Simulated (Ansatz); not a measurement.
AlAs (zinc blende, F-43m), a = b = c = 5.7284 Å, α = β = γ = 90.00°; the cell used has 2 atoms.

Relaxed with PBE.

Question: Tabulate the valence density and the electron localisation function along the shortest As–Al contact (2.48 Å), plane-wave PAW PBE (Ansatz code).

Answer: 

| distance from As (Å) | density (e/Å³) | ELF |
|---|---|---|
| 0.25 | 21.78 | 0.15 |
| 0.37 | 12.73 | 0.21 |
| 0.50 | 6.26 | 0.36 |
| 0.62 | 2.80 | 0.54 |
| 0.74 | 1.35 | 0.67 |
| 0.87 | 0.84 | 0.74 |
| 0.99 | 0.65 | 0.81 |
| 1.12 | 0.54 | 0.86 |
| 1.24 | 0.46 | 0.90 |
| 1.36 | 0.41 | 0.92 |
| 1.49 | 0.36 | 0.92 |
| 1.61 | 0.31 | 0.90 |
| 1.74 | 0.25 | 0.78 |
| 1.86 | 0.18 | 0.41 |
| 1.98 | 0.12 | 0.07 |
| 2.11 | 0.08 | 0.02 |
| 2.23 | 0.07 | 0.07 |

The density is the valence pseudo-density with augmentation charge, so density and ELF within about 1 Å of a nucleus are not all-electron values.

The cell was relaxed with PBE under the symmetry of its start; phonons on a q-mesh show no instability.

Potentials: the later of the program's two PAW sets.
